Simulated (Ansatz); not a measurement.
IrW:
```cif
data_Ir4W4
_chemical_formula_sum 'Ir4 W4'
_space_group_name_H-M_alt 'Fm-3m'
_space_group_IT_number 225
_space_group_name_Hall '-F 4 2 3'
_cell_length_a 5.14710
_cell_length_b 5.14710
_cell_length_c 5.14710
_cell_angle_alpha 90.000
_cell_angle_beta 90.000
_cell_angle_gamma 90.000
loop_
_atom_site_label
_atom_site_type_symbol
_atom_site_symmetry_multiplicity
_atom_site_Wyckoff_symbol
_atom_site_fract_x
_atom_site_fract_y
_atom_site_fract_z
_atom_site_occupancy
Ir1 Ir 4 a 0.00000 0.00000 0.00000 1
W1 W 4 b 0.50000 0.50000 0.50000 1
```
(The calculation used a cell of 2 atoms; values per cell refer to that cell.)

Relaxed with PBEsol.

Task: Decompose the optical modes at the zone centre into irreducible representations, and say which are infrared and Raman allowed.

Result: Point group m-3m: Γ_opt = T1u. Infrared: T1u. Raman: none.

Task: Assign frequencies (DFPT, the program Ansatz at the PBEsol level (PAW)).

Result: T1u 43 cm⁻¹.

The start of the workflow was typed in or built on a structure type; neither database checked (COD, Materials Project) lists it. COD files the formula under space group No. 51. Whether it is the stable phase at ambient conditions was not checked. The PBEsol relaxation kept the symmetry of its start. At this level the phase is mechanically unstable. The run is not spin-polarised. Its formation energy is positive at this level, so the cell may be metastable or incomplete. As this level gives no gap, phonon frequencies hold no LO–TO term and depend on the k-mesh and smearing (Fermi–Dirac, 0.1 eV here). Spin–orbit coupling is left out wherever it is not named.

Potentials: the later of the program's two PAW sets.
